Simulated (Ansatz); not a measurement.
PbF₄:
Space group I4/mmm (No. 139); a = b = 4.285 Å, c = 7.848 Å, α = β = γ = 90.00°

```tsv
atom	site	symmetry	x	y	z
Pb	2a	4/mmm	0.0000	0.0000	0.0000
F	4e	4mm	0.0000	0.0000	0.2511
F	4c	mmm.	0.0000	0.5000	0.0000
```
(The calculation used a cell of 5 atoms; values per cell refer to that cell.)

Relaxed with r²SCAN+D4. 

HSE06 on this cell (Ansatz, an electronic-structure program, PAW) gives a gap of 3.88 eV. What does r²SCAN+D4 give?

2.72 eV.

Cost on shared cores: the r²SCAN+D4 run (SCF on a 9×9×9 mesh, then bands and DOS) around 120 core-seconds (rough), the HSE06 run (SCF on 5×5×5, then a few points) around 90 core-seconds (rough); the tasks are unlike.

The first step of the workflow began from a Materials Project structure, measured or hypothetical; the Crystallography Open Database files this formula in space group No. 139, but the cells were not matched. Its standing as an ambient phase is unchecked. The cell was relaxed with r²SCAN+D4 under the symmetry of its start; whether a distortion lowers the energy is not shown. Spin–orbit coupling is left out wherever it is not named.

Potentials: the later of the program's two PAW sets.

Ansatz is a plane-wave DFT program.
